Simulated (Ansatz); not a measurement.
# Energy, volume and coordination in Nb₂PdSe₄

Method: DFT PBE, scalar-relativistic, plane waves, PAW (Ansatz 0.2.0). All cells share a 420 eV cutoff and Γ-centred k meshes spaced about 0.3 Å⁻¹ or finer (0.25 for metals, 2π included). No spin polarisation.

These are static total energies at zero pressure. Rows are sorted by volume; energies count from the lowest form computed. Coordination counts Se atoms around Nb and Pd (those within 1.25 times the shortest such distance or 1.15 times the sum of covalent radii, 1.27 where that leaves under three).

| row | form | source | atoms | coordination | V (Å³/atom) | gap on mesh (eV) | ΔE (meV/atom) |
| --- | --- | --- | --- | --- | --- | --- | --- |
| 1 | C2/m | invented | 7 | Nb 6, Pd 6 | 20.2 | 0 | 23 |
| 2 | Pmma | invented | 14 | Nb 6, Pd 6 | 20.2 | 0 | 0 |
| 3 | P2/m | invented | 7 | Nb 6, Pd 6 | 20.6 | 0 | 82 |
| 4 | P-3m1 | invented | 7 | Nb 6, Pd 6 | 20.9 | 0 | ? |
| 5 | P-3m1 | invented | 7 | Nb 6, Pd 6 | 21.3 | 0 | 47 |

The cell of row 4:

```cif
data_structure
_symmetry_space_group_name_H-M 'P 1'
_symmetry_Int_Tables_number 1
_cell_length_a 3.5360
_cell_length_b 3.5360
_cell_length_c 13.5285
_cell_angle_alpha 90.000
_cell_angle_beta 90.000
_cell_angle_gamma 120.000
_cell_volume 146.49
loop_
_atom_site_label
_atom_site_type_symbol
_atom_site_fract_x
_atom_site_fract_y
_atom_site_fract_z
_atom_site_occupancy
Nb1 Nb 0.00000 0.00000 0.25191 1
Nb2 Nb 0.00000 0.00000 0.74809 1
Pd1 Pd 0.00000 0.00000 0.00000 1
Se1 Se 0.66667 0.33333 0.37381 1
Se2 Se 0.33333 0.66667 0.12832 1
Se3 Se 0.33333 0.66667 0.62619 1
Se4 Se 0.66667 0.33333 0.87168 1
```

Task: Estimate the missing energy, and say where the row ranks.

Result: 120 meV/atom, which puts it above row 3, the highest in the table. Counting Se atoms around Nb and Pd, row 4 and the lowest form (row 2) both have Nb 6, Pd 6.

An observed structure of this formula, if there is one, may be missing.

No dispersion correction is applied, so the spacing and binding between layers, chains or molecules are poorly described (P-3m1 at 21.3 Å³/atom, P-3m1 at 20.9 Å³/atom), and this can change margins and order among such cells. Cells relaxed within their symmetry can be saddle points. Some types were kept out of the candidates beforehand, so the set may lack a known form.
